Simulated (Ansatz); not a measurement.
Bi$_{2}$Pd in space group C2/m (No. 12; Bi on 4i, Bi on 4i, Pd on 4i), r²SCAN (plane waves, PAW; program Ansatz), all energies at zero smearing, with the estimated change up to a 700 eV cutoff added, with one set of potentials and settings (totals compare only within such a set). Cell of 6 atoms (4 Bi, 2 Pd): -63616.916 eV.

| element | reference phase | E (eV/atom) |
|---|---|---|
| Bi | R-3m, 2 atoms in the cell | -12411.0586 |
| Pd | Fm-3m, 1 atoms in the cell | -6985.7456 |

Formation energy per atom, worked out: (-63616.916 − 4×(-12411.0586) − 2×(-6985.7456))/6 = -0.199 eV/atom (-19 kJ per mol of atoms), at 0 K, without zero-point energy or fitted corrections.

The workflow started from a Materials Project entry (that database holds measured and hypothetical structures alike); the Crystallography Open Database files this formula in space group No. 12, but the cells were not matched. Whether it is the stable phase at ambient conditions was not checked. The cell was relaxed with r²SCAN under the symmetry of its start; whether a distortion lowers the energy is not shown. No spin polarisation was allowed. The references are the lowest solids computed at this level, not always the standard phases. Spin–orbit coupling is left out wherever it is not named.

Potentials: the later of the program's two PAW sets.
